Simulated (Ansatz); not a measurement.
## Notes on YbSe

```xyz
4
Lattice="2.9093 2.9093 5.8186 5.8186 2.9093 2.9093 2.9093 5.8186 2.9093" Properties=species:S:1:pos:R:3 pbc="T T T"
Yb    0.0000    0.0000    0.0000
Yb    5.8186    5.8186    5.8186
Se    2.9093    2.9093    2.9093
Se    8.7279    8.7279    8.7279
```

Method: r2SCAN, with U_eff = 4.15 eV on Yb f (all-electron-ortho-atomic projectors), no spin polarisation; PAW, plane waves to 500 eV, 6×6×6 Γ-centred mesh, fermi-dirac occupations (width 0.0198 eV) (Ansatz 0.2.0), atoms fixed.

Q: Give the Bader charges.

A: Bader charges in e: Yb +1.44, Se -1.44. In the mean Yb gives up most and Se takes most.

Q: Describe some of the short contacts.

A: Yb–Se at 2.91 Å: least valence density 0.22 e/Å³ and ELF 0.14 there. These are pseudo-fields; inside the PAW spheres they differ from the all-electron ones.

Q: Is the cell too large or too small?

A: The pressure is 2.6 GPa (compression positive), so with the atoms held at these fractions the cell would first expand.

Q: Is there a gap, and of what kind?

A: The gap is 0.54 eV, indirect (the least direct gap found is 0.83 eV).

Q: What is the character of the valence top and the conduction bottom?

A: Within 0.7 eV of the edges, the states project mainly on Yb f (98 %) below the gap and on Yb d (90 %) above it.

Origin: a database entry at a rescaled volume. Caveats: no spin polarisation, so a magnetic state may lie lower.
